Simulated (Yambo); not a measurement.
Yambo input for ScF3 (space group R32, No. 155) under isotropic strain of +1 % on all lattice vectors (a = 4.0570 Å, b = 4.0570 Å, c = 4.0570 Å, α = 90.02°, β = 90.02°, γ = 90.02°), on PBEsol (Quantum ESPRESSO, PseudoDojo norm-conserving, 84 Ry, no spin-orbit coupling) wavefunctions on a 8×8×8 mesh:

```
optics
chi
dipoles
kernel
FFTGvecs= 40 Ry
Chimod= "HARTREE"
NGsBlkXd= 4 Ry
% QpntsRXd
 1 | 1 |
%
% BndsRnXd
 2 | 54 |
%
GrFnTpXd= "R"
% EnRngeXd
 0.0 | 20.0 | eV
%
% DmRngeXd
 0.2 | 0.2 | eV
%
CGrdSpXd= 50
ETStpsXd= 161
% LongDrXd
 0.0 | 0.0 | 1.0 |
%
```

First lines of the file o-*.eps_q1_inv_rpa_dyson:

```
Absorption @ Q(1):   0.00000000     0.00000000     1.00000000    [q->0 direction]
#
# [ X ] Hartree size     :   63
# [GEN] GF Energies     : Perdew, Burke & Ernzerhof SOL(X)+Perdew, Burke & Ernzerhof SOL(C)
# [GEN] Green`s Function     : Retarded
#
# [GEN] Gauge     : Length
# [GEN] [r,Vnl] included     : yes
#
#    E[1] [eV]     Im(eps)     Re(eps)     Im(eps_o)     Re(eps_o)
#
     0.000000     0.17848E-16     2.188081     0.24187E-19     2.268539
     0.125000     0.589761E-3     2.188265     0.614337E-3     2.268730
     0.250000     0.001181     2.188817     0.001230     2.269305
     0.375000     0.001776     2.189739     0.001850     2.270265
     0.500000     0.002375     2.191033     0.002474     2.271613
     0.625000     0.002981     2.192702     0.003105     2.273352
     0.750000     0.003595     2.194751     0.003745     2.275487
     0.875000     0.004219     2.197187     0.004395     2.278024
     1.000000     0.004854     2.200015     0.005058     2.280970
     1.125000     0.005504     2.203243     0.005735     2.284334
     1.250000     0.006169     2.206881     0.006428     2.288124
     1.375000     0.006852     2.210939     0.007141     2.292353
     1.500000     0.007556     2.215429     0.007875     2.297032
     1.625000     0.008282     2.220364     0.008633     2.302175
     1.750000     0.009035     2.225759     0.009418     2.307799
     1.875000     0.009815     2.231632     0.010233     2.313921
     2.000000     0.010628     2.238001     0.011081     2.320561
     2.125000     0.011476     2.244887     0.011968     2.327741
     2.250000     0.012363     2.252312     0.012895     2.335485
     2.375000     0.013295     2.260303     0.013870     2.343820
     2.500000     0.014275     2.268888     0.014895     2.352778
     2.625000     0.015309     2.278100     0.015978     2.362390
     2.750000     0.016403     2.287973     0.017125     2.372695
     2.875000     0.017565     2.298546     0.018344     2.383735
     3.000000     0.018802     2.309864     0.019643     2.395557
     3.125000     0.020123     2.321976     0.021031     2.408211
     3.250000     0.021538     2.334936     0.022520     2.421758
     3.375000     0.023060     2.348807     0.024122     2.436263
     3.500000     0.024701     2.363657     0.025853     2.451799
     3.625000     0.026479     2.379566     0.027730     2.468453
     3.750000     0.028411     2.396622     0.029774     2.486318
     3.875000     0.030519     2.414926     0.032008     2.505505
     4.000000     0.032831     2.434595     0.034461     2.526138
```
(The file goes on to the top of the energy range.) Convergence of the RPA response with its 8×8×8 mesh was not tested.

Geometry strained from the cell relaxed with PBEsol, atoms relaxed again.
